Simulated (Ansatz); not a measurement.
# Every step of a relaxation of bcc W (110), 5 layers

DFT, LDA, PAW with Ansatz's default frozen-core files, scalar-relativistic (Ansatz 0.2.0); a Γ-centred 16×16×1 k mesh, Fermi–Dirac smearing of 0.05 eV, no spin polarisation. The run relaxes the atoms in the fixed cell.

Command: `ansatz run input.yaml --threads 2 --pin off --max-ram 4096MiB --backend cpu --events-out ev --progress --plain --runs-dir out` It took 3.1 min on 2 threads of Intel(R) Xeon(R) Platinum 8488C (Sapphire Rapids), on a shared host, peak memory 0.75 GiB.

```yaml
crystal:
  lattice:
    - [2.7147070646, 0.0, 0.0]
    - [-0.9049023548, 2.5594503657, 0.0]
    - [0.0, 0.0, 24.8662]
  atoms:
    - { symbol: W, position: [0.0, 0.0, 0.321721933] }
    - { symbol: W, position: [0.5, 0.5, 0.4108609663] }
    - { symbol: W, position: [0.0, 0.0, 0.5] }
    - { symbol: W, position: [0.5, 0.5, 0.5891390337] }
    - { symbol: W, position: [0.0, 0.0, 0.678278067] }
kpoints:
  mp_grid: { grid: [16, 16, 1] }
scf:
  occupations: { method: fermi_dirac, width: 0.05 }
hamiltonian:
  xc: lda
  pseudopotentials: { kind: paw }
output:
  forces: true
  stress: true
  eigenvalues: true
  write_density: true
  write_potential: true
  elf: true
  volumetric_format: npy
relax:
  f_tol: 0.01
  max_steps: 40
efield:
  axis: 3
  amplitude: 0
  dipole_correction: true
```

Each step lists its free energy a cell above the last geometry, and Cartesian positions (Å) with forces (eV/Å).

The first step:

```
step 1  dF = 50.81 meV
  W 0.0000 0.0000 8.0000   0.0000 0.0000 0.6417
  W 0.9049 1.2797 10.2166   0.0000 0.0000 -0.6413
  W 0.0000 0.0000 12.4331   0.0000 0.0000 0.0000
  W 0.9049 1.2797 14.6496   0.0000 0.0000 0.6413
  W 0.0000 0.0000 16.8662   0.0000 0.0000 -0.6417
```

Spin–orbit coupling is left out, which matters for the heavy atoms. The PAW files were made under PBE.

Task: Where does the relaxation end, and by which steps?

Result: After 8 geometries, with a shortest distance of 2.652 Å. The further steps:
```
step 2  dF = 163.65 meV  (not accepted)
  W 0.0000 0.0000 8.1946   0.0000 0.0000 -1.3879
  W 0.9049 1.2797 10.2073   0.0000 0.0000 1.3343
  W 0.0000 0.0000 12.4331   0.0000 0.0000 0.0000
  W 0.9049 1.2797 14.6589   0.0000 0.0000 -1.3343
  W 0.0000 0.0000 16.6716   0.0000 0.0000 1.3879
step 3  dF = 4.96 meV
  W 0.0000 0.0000 8.0921   0.0000 0.0000 -0.2133
  W 0.9049 1.2797 10.2080   0.0000 0.0000 0.2308
  W 0.0000 0.0000 12.4331   0.0000 0.0000 0.0000
  W 0.9049 1.2797 14.6582   0.0000 0.0000 -0.2308
  W 0.0000 0.0000 16.7741   0.0000 0.0000 0.2133
step 4  dF = 0.04 meV
  W 0.0000 0.0000 8.0745   0.0000 0.0000 -0.0175
  W 0.9049 1.2797 10.2118   0.0000 0.0000 0.0112
  W 0.0000 0.0000 12.4331   0.0000 0.0000 0.0000
  W 0.9049 1.2797 14.6544   0.0000 0.0000 -0.0112
  W 0.0000 0.0000 16.7917   0.0000 0.0000 0.0175
step 5  dF = 0.04 meV  (not accepted)
  W 0.0000 0.0000 8.0700   0.0000 0.0000 0.0034
  W 0.9049 1.2797 10.2094   0.0000 0.0000 0.0163
  W 0.0000 0.0000 12.4331   0.0000 0.0000 0.0000
  W 0.9049 1.2797 14.6568   0.0000 0.0000 -0.0163
  W 0.0000 0.0000 16.7962   0.0000 0.0000 -0.0034
step 6  dF = 0.04 meV
  W 0.0000 0.0000 8.0745   0.0000 0.0000 -0.0173
  W 0.9049 1.2797 10.2118   0.0000 0.0000 0.0109
  W 0.0000 0.0000 12.4331   0.0000 0.0000 0.0000
  W 0.9049 1.2797 14.6544   0.0000 0.0000 -0.0109
  W 0.0000 0.0000 16.7917   0.0000 0.0000 0.0173
step 7  dF = 0.04 meV  (not accepted)
  W 0.0000 0.0000 8.0700   0.0000 0.0000 0.0030
  W 0.9049 1.2797 10.2094   0.0000 0.0000 0.0166
  W 0.0000 0.0000 12.4331   0.0000 0.0000 0.0000
  W 0.9049 1.2797 14.6568   0.0000 0.0000 -0.0166
  W 0.0000 0.0000 16.7962   0.0000 0.0000 -0.0030
step 8  dF = 0.00 meV
  W 0.0000 0.0000 8.0723   0.0000 0.0000 -0.0009
  W 0.9049 1.2797 10.2114   0.0000 0.0000 0.0004
  W 0.0000 0.0000 12.4331   0.0000 0.0000 0.0000
  W 0.9049 1.2797 14.6548   0.0000 0.0000 -0.0004
  W 0.0000 0.0000 16.7939   0.0000 0.0000 0.0009
```
